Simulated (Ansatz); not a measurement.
A distorted cell of MgAu (CsCl type):

```xyz
2
Lattice="3.2196 0.0000 0.0000 0.0000 3.2196 0.0000 0.0000 0.0000 3.2196" Properties=species:S:1:pos:R:3 pbc="T T T"
Mg     1.6098     1.6098     1.5431
Au     0.0000     0.0000     0.0082
```

These are LDA (plane waves to 420 eV, PAW, scalar-relativistic; Ansatz, a program for electronic structure) values and carry that method's errors. k mesh 14×14×14 (Γ-centred), Fermi-Dirac smearing 0.05 eV. Stress and pressure are positive under compression. With partly filled bands, energies and forces of such displacements shift with the k mesh and the smearing. MgAu was relaxed with its symmetry unable to fall. Spin-orbit coupling is left out, though Au is heavy.

Q: What forces act on the atoms (eV/Å, Cartesian)?

A: 
```json
[
 {"atom": "Mg1", "Fx": "0.000", "Fy": "0.000", "Fz": "0.266"},
 {"atom": "Au2", "Fx": "0.000", "Fy": "0.000", "Fz": "-0.266"}
]
```

(A displaced cell: forces are minus the slopes of the energy, force constants its curvatures, and phonons follow from these.)
